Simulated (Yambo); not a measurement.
**SnO2: sweep of GW parameters**

G0W0@PBEsol for SnO₂ (rutile, space group P4_2/mnm, No. 136) in Yambo. Reference settings: 2×2×4 Γ-centred k mesh, 236 bands and a 7 Ry block in the screening, 236 bands in G with the Bruneval-Gonze terminator, plasmon pole fitted at 27.2 eV. The PBEsol gap Γ → Γ on this mesh is 0.96 eV; G0W0 gaps are taken between the same points.

```
change from the reference       G0W0 gap Γ → Γ (eV)  shift of the valence edge (eV)        rough Yambo cost
------------------------------  -------------------  ------------------------------  ----------------------
reference settings                             1.99                           -0.68                       1
162 bands in W, 162 bands in G                 2.07                           -0.60  within a factor of two
106 bands in G                                 2.02                           -0.65                       –
162 bands in G                                 1.99                           -0.67                       –
6 Ry block                                     1.93                           -0.65  within a factor of two
1 Ry block                                     3.33                           -1.69  within a factor of two
2×2×2 mesh                                     1.82                           -0.50               about 1/2
no terminator                                  1.95                           -0.43                       –
```

The reference isn't shown to be the converged limit. Costs are rough (shared machines), scaled to the same edge states, and given only for runs that recompute the screening.

The standard potential for Sn keeps a d shell in the valence without the s and p states of that shell. In tests on such compounds this moved G0W0 gaps by up to about 0.9 eV, so absolute quasiparticle energies here are unreliable; differences between settings are what counts.

Spin-orbit coupling is included.

Geometry of the Materials Project entry, not relaxed at this level; primitive cell a = b = 4.765 Å, c = 3.208 Å, α = β = γ = 90.00°.

A shift is the quasiparticle energy of the state minus its PBEsol energy.
